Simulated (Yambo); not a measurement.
Material: RhCuO$_{2}$ (space group R-3m, No. 166) under isotropic strain of -3 % on all lattice vectors; a = 5.732 Å, b = 5.732 Å, c = 5.732 Å, α = 30.12°, β = 30.12°, γ = 30.12° (4 atoms in the cell). The PBEsol cell relaxed from Materials Project entry mp-14116 was given an isotropic strain of -3 % on all lattice vectors, and the atoms were relaxed again.

With PBEsol (Quantum ESPRESSO, PseudoDojo norm-conserving, 92 Ry, scalar-relativistic), the gap between the mesh's edge points (F → (0.25, -0.5, -0.5)) is 1.340 eV.

**Question.** What does a G0W0 run in Yambo give for it (4×4×4 Γ-centred k mesh, bands 9 to 101 and a 8 Ry block in the screening, 101 bands in G with the Bruneval-Gonze terminator, plasmon pole fitted at 27.2 eV)?

**Answer.** The correction is 0.802 eV, giving 2.141 eV, 1.6 times the PBEsol value. The mesh misses a band edge: along a dense path the PBEsol gap is 0.84 eV against 1.34 eV on the mesh. Convergence of the G0W0 settings was not tested. Oxides, nitrides and fluorides with a shallow 3d shell are known to need far more bands and larger blocks. Spin-orbit splittings are left out. The 3d shell has no Hubbard U; the runs are without spin polarisation, and magnetic order was not tried.
